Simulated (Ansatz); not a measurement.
Values for one crystal, relaxed and computed with PBEsol in the plane-wave PAW code Ansatz; other levels are named.

```yaml
volume_per_atom: 30.18 Å³
electronic_character: metallic (no gap)
Density of states at the Fermi level: 0.12 states/eV per atom (mean over ±0.08 eV)
mechanical_stability: stable (all eigenvalues of C positive)
hill_bulk_and_shear_moduli: 41.2 and 22.3 GPa
debye_temperature_from_the_elastic_constants: 161 K
Young's modulus: 56.6 GPa
```

**Question.** Which of these materials gives this?
(A) SrRh2, cubic Laves (MgCu2 type)
(B) SnPt3, Cu3Au type
(C) SrPb3, Cu3Au type
(D) ZrRh3, Cu3Au type

**Answer.** C, SrPb3, Cu3Au type

Space group Pm-3m (Cu3Au type). The workflow started from an entry of the Crystallography Open Database (COD); the relaxed space group is not among those it files for this formula. COD files the formula under space group No. 123. Its standing as an ambient phase is unchecked. The PBEsol relaxation kept the symmetry of its start; whether a distortion lowers the energy is not shown. As this level gives no gap, shear constants depend on the k-mesh and smearing (Fermi–Dirac, 0.1 eV here). Spin–orbit coupling is left out wherever it is not named.

Potentials: the later of the program's two PAW sets.
